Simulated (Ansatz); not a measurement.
WS$_{2}$:
```xyz
6
Lattice="3.1816 0.0000 0.0000 -1.5908 2.7553 0.0000 0.0000 0.0000 13.0662" Properties=species:S:1:pos:R:3 pbc="T T T"
W      0.0000     1.8369     3.2665
W      1.5908     0.9184     9.7996
S      0.0000     1.8369     8.2401
S      1.5908     0.9184     4.8261
S      1.5908     0.9184     1.7070
S      0.0000     1.8369    11.3592
```

Relaxed with r²SCAN. Special points in fractions of this cell's reciprocal vectors: Γ (0.000, 0.000, 0.000); M (0.500, 0.000, 0.000); K (0.333, 0.333, 0.000); A (0.000, 0.000, 0.500); L (0.500, 0.000, 0.500); H (0.333, 0.333, 0.500).

Q: List the band energies nearest the valence-band maximum at these points for r²SCAN in the plane-wave PAW code Ansatz.

A: In eV from the valence-band maximum; about four levels below and three above (degenerate sets whole), none deeper than 8.9 eV; points with the same levels are listed once.

| k | below | above |
|---|---|---|
| Γ | -2.30 -2.30 -1.89 -0.92 0.00 | 2.54 2.54 2.55 2.55 |
| M | -2.00 -1.91 -1.56 -1.47 | 2.46 2.48 2.84 |
| K | -2.99 -2.99 -0.61 -0.50 | 1.37 1.37 2.66 |
| A | -2.31 -2.31 -2.31 -2.31 -0.31 -0.31 | 2.54 2.54 2.54 2.54 |
| L | -1.96 -1.96 -1.51 -1.51 | 2.47 2.47 2.93 2.93 |
| H | -3.05 -3.05 -0.56 -0.56 | 1.37 1.37 3.01 3.01 |

Space group P6_3/mmc. The r²SCAN relaxation kept the symmetry of its start. No spin polarisation was allowed. A crystal of weakly bound layers computed without a dispersion correction: the cell and the soft elastic constants depend strongly on that. Spin–orbit coupling is left out wherever it is not named.

Potentials: the later of the program's two PAW sets.
